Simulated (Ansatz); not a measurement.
Ag:
```
Ag
1.0
    5.28439     0.00000     0.00000
    0.00000     5.28439     0.00000
    0.00000     0.00000     5.28439
Ag
8
Cartesian
  0.00000   0.00000   0.00000
  2.64220   2.64220   2.64220
  1.32110   0.00000   2.64220
  3.96329   0.00000   2.64220
  2.64220   1.32110   0.00000
  2.64220   3.96329   0.00000
  0.00000   2.64220   1.32110
  0.00000   2.64220   3.96329
```

Relaxed with PBE. Special points in fractions of this cell's reciprocal vectors: Γ (0.000, 0.000, 0.000); X (0.000, 0.500, 0.000); M (0.500, 0.500, 0.000); R (0.500, 0.500, 0.500).

### Question
List the band energies nearest the Fermi level at these points for PBE with spin–orbit coupling in the plane-wave PAW code Ansatz.

### Answer
In eV from the Fermi level; about four levels below and three above (degenerate sets whole), none deeper than 8.9 eV; points with the same levels are listed once.

| k | below | above |
|---|---|---|
| Γ | -0.03 -0.03 -0.03 -0.03 | 0.94 0.94 0.94 0.94 |
| X | -2.58 -2.58 -2.58 -2.58 | 1.00 1.00 1.00 1.00 |
| M | -2.40 -2.40 -2.38 -2.38 | 1.39 1.39 2.68 2.68 2.69 2.69 |
| R | -1.05 -1.05 -1.05 -1.05 | 9.89 9.89 9.89 9.89 |

Space group Pm-3n (A15 (β-W type)). The start of the workflow was typed in or built on a structure type; neither database checked (COD, Materials Project) lists it. It is not the phase usual at ambient conditions (space group No. 225). Symmetry was held in the PBE relaxation; its stability against distortions is not shown here. No spin polarisation was allowed.

Potentials: the earlier of the program's two PAW sets.
